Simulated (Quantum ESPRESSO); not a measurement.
**Band energies of TlBr at -0.5 % isotropic strain**

```
CELL_PARAMETERS angstrom
      3.89411     0.00000     0.00000
      0.00000     3.89411     0.00000
      0.00000     0.00000     3.89411
ATOMIC_POSITIONS crystal
  Br 0.50000 0.50000 0.50000
  Tl 0.00000 0.00000 0.00000
```

PBE (stringent potentials; Quantum ESPRESSO, PseudoDojo norm-conserving, 90 Ry, no spin-orbit coupling); path ΓXMΓRX,MR; energies in eV from the valence-band maximum.

| k (1/Å) | point | band 15 | band 16 | band 17 | band 18 | band 19 | band 20 | band 21 | band 22 |
|---|---|---|---|---|---|---|---|---|---|
| 0.00 | Γ | -10.06 | -4.82 | -1.61 | -1.61 | -1.61 | 6.81 | 6.81 | 7.45 |
| 0.46 |  | -10.05 | -5.55 | -1.28 | -1.28 | -0.96 | 3.61 | 6.38 | 6.38 |
| 0.81 | X | -10.05 | -5.97 | -1.03 | -1.03 | 0.00 | 1.68 | 5.73 | 5.73 |
| 1.04 |  | -10.06 | -5.78 | -1.71 | -1.02 | -0.45 | 2.41 | 5.42 | 5.96 |
| 1.50 |  | -10.00 | -4.30 | -3.33 | -2.95 | -0.96 | 4.72 | 4.93 | 7.41 |
| 1.61 | M | -9.99 | -3.90 | -3.41 | -3.41 | -0.96 | 4.92 | 4.92 | 7.58 |
| 2.03 |  | -10.08 | -5.18 | -2.94 | -1.05 | -1.02 | 3.54 | 5.25 | 6.64 |
| 2.55 |  | -10.06 | -5.00 | -1.78 | -1.53 | -1.26 | 6.09 | 6.33 | 7.19 |
| 2.75 | Γ | -10.06 | -4.82 | -1.61 | -1.61 | -1.61 | 6.81 | 6.81 | 7.45 |
| 2.95 |  | -10.06 | -4.98 | -1.69 | -1.69 | -1.22 | 6.44 | 6.44 | 6.46 |
| 3.45 |  | -10.07 | -5.06 | -2.21 | -2.21 | -0.69 | 4.38 | 4.38 | 4.98 |
| 3.85 |  | -10.02 | -3.63 | -2.31 | -2.31 | -2.08 | 2.43 | 2.43 | 3.51 |
| 4.15 | R | -9.99 | -2.75 | -2.26 | -2.26 | -2.26 | 1.86 | 1.86 | 1.86 |
| 4.34 |  | -9.99 | -3.10 | -2.38 | -2.31 | -2.20 | 2.02 | 2.23 | 2.59 |
| 4.82 |  | -10.06 | -5.17 | -2.30 | -1.57 | -1.25 | 3.49 | 3.76 | 6.52 |
| 5.20 |  | -10.05 | -5.94 | -1.15 | -1.06 | -0.08 | 1.83 | 5.59 | 5.83 |
| 5.29 | X | -10.05 | -5.97 | -1.03 | -1.03 | 0.00 | 1.68 | 5.73 | 5.73 |
| 5.29 | M | -9.99 | -3.90 | -3.41 | -3.41 | -0.96 | 4.92 | 4.92 | 7.58 |
| 5.60 |  | -9.99 | -3.64 | -3.12 | -3.12 | -1.43 | 3.85 | 3.85 | 5.03 |
| 6.10 | R | -9.99 | -2.75 | -2.26 | -2.26 | -2.26 | 1.86 | 1.86 | 1.86 |

The PBE gap is direct, 1.68 eV at X.

Spin-orbit coupling is left out; with 6p states at a band edge it can lower the gap by many tenths of an eV, most of a small gap.

Geometry strained from the cell relaxed with PBEsol, atoms relaxed again.
